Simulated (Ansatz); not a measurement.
# SrBr$_{2}$: frozen-core PAW against all-electron methods

```
CELL_PARAMETERS angstrom
4.20181 0.00000 0.00000
-2.10091 3.63888 0.00000
0.00000 0.00000 7.28986
ATOMIC_POSITIONS crystal
Sr 0.00000 0.00000 0.00000
Br 0.33333 0.66667 0.24381
Br 0.33333 0.66667 0.75619
```

Atom numbers follow the list: Sr1, Br2, Br3.

The cell was built from the MoS2 1H type and relaxed in the same program, and has space group P-6m2; it needn't be a known or the stable phase.

All numbers are computed: DFT, LDA, PAW with Ansatz's default frozen-core files, scalar-relativistic (Ansatz 0.2.0); DFT, LDA, all-electron PAW with datasets made for the crystal, scalar-relativistic (Ansatz 0.2.0); DFT, LDA, all-electron LAPW, scalar-relativistic (Ansatz 0.2.0).

For PAW: a Γ-centred 10×10×5 k mesh, Fermi–Dirac smearing of 0.03 eV, cutoff 420 eV, no spin polarisation; the PAW files were made with PBE, and the program remakes their frozen cores for this functional. The crystal-made all-electron datasets (AE datasets) take a cutoff of 220 eV at this cell. LAPW targets a basis error of 0.5 meV/atom. The Ansatz runs share mesh, smearing and spin set-up. Plane-wave (PAW) pressures include the program's estimate of the Pulay term.

Stress and pressure are positive in compression.

No spin–orbit coupling: at heavy atoms the gradients can be off by tens of per cent for that reason.

Levels count from the top of the valence band.

| quantity | PAW | AE datasets | LAPW |
| --- | --- | --- | --- |
| pressure (GPa) | 0.01 | 0.00 | 0.00 |
| band gap (eV) | 3.678 | 3.680 | 3.681 |
| highest filled level at A (eV) | -0.741 | -0.740 | -0.740 |
| lowest empty level at A (eV) | 4.315 | 4.318 | 4.318 |
| highest filled level at M (eV) | -0.086 | -0.087 | -0.087 |
| lowest empty level at M (eV) | 3.696 | 3.699 | 3.699 |
| highest filled level at Γ (eV) | -0.004 | -0.004 | -0.004 |
| lowest empty level at Γ (eV) | 3.678 | 3.680 | 3.681 |
| field gradient Vzz at Sr1 (10²¹ V/m²) | -3.17 | -3.15 | – |
| field gradient Vzz at Br2 (10²¹ V/m²) | -5.00 | -5.04 | – |

PAW's pressure differs from the LAPW value by about 0.01 GPa or less. Datasets made for the crystal and LAPW share parts of one code, so their agreement isn't an independent check.
